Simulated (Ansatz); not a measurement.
GeOs:
```yaml
crystal:
  lattice:
    - [3.50354, 0.00000, 0.00000]
    - [-1.75177, 3.03415, 0.00000]
    - [0.00000, 0.00000, 2.96403]
  atoms:
    - { symbol: Os, position: [0.00000, 0.00000, 0.00000] }
    - { symbol: Ge, position: [0.66667, 0.33333, 0.50000] }
```

This is the r²SCAN-relaxed structure.

All from the program Ansatz at the r²SCAN level (PAW), unless another level is named. Estimate the electronic character.

metallic (no gap).

Give the formation energy from the elements (no fitted shifts).

0.28 eV/atom.

Predict the density of states at the Fermi level.

0.55 states/eV per atom (mean over ±0.08 eV).

And the gap with spin–orbit coupling?

none (metallic).

Space group P-6m2. A made-up cell: these elements were put on the sites of a structure type; neither database checked (COD, Materials Project) lists it. Its standing as an ambient phase is unchecked. The r²SCAN relaxation kept the symmetry of its start; whether a distortion lowers the energy is not shown. The run is not spin-polarised. The references are the lowest solids computed at this level, not always the standard phases. Spin–orbit coupling is left out wherever it is not named.

Potentials: the earlier of the program's two PAW sets.
